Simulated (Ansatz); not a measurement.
Ag:
Space group P6₃/mmc (No. 194); a = 2.814 Å, b = 2.814 Å, c = 4.673 Å, α = 90.00°, β = 90.00°, γ = 120.00°

```json
[
 {"atom": "Ag", "site": "2c", "symmetry": "-6m2", "x": "0.3333", "y": "0.6667", "z": "0.2500"}
]
```

Relaxed at zero pressure with LDA (plane waves, PAW; program Ansatz).

Question: The volume is lowered by 3 % and shape and atoms relax at that volume. What pressure results, and how do the axes share the change?

Answer: 4.6 GPa; a -1.0 %, b -1.0 %, c -1.1 %; the energy rises by 7 meV/atom.

Question: Give the new structure.

Answer: 
Space group P6₃/mmc (No. 194); a = 2.787 Å, b = 2.787 Å, c = 4.621 Å, α = 90.00°, β = 90.00°, γ = 120.00°

| atom | site | symmetry | x | y | z |
|---|---|---|---|---|---|
| Ag | 2c | -6m2 | 0.3333 | 0.6667 | 0.2500 |

The phase is kept; no other phase was compared at this pressure.

Space group P6_3/mmc (hcp (Mg type)). The first step of the workflow began from a Materials Project structure, measured or hypothetical; the Crystallography Open Database files this formula in space group No. 194, but the cells were not matched. It is not the phase usual at ambient conditions (space group No. 225). Symmetry was held in the LDA relaxation; its stability against distortions is not shown here. No spin polarisation was allowed. Axis ratios of metals converge slowly with the k-mesh, so a and c are less sure than the volume.

Potentials: the later of the program's two PAW sets.
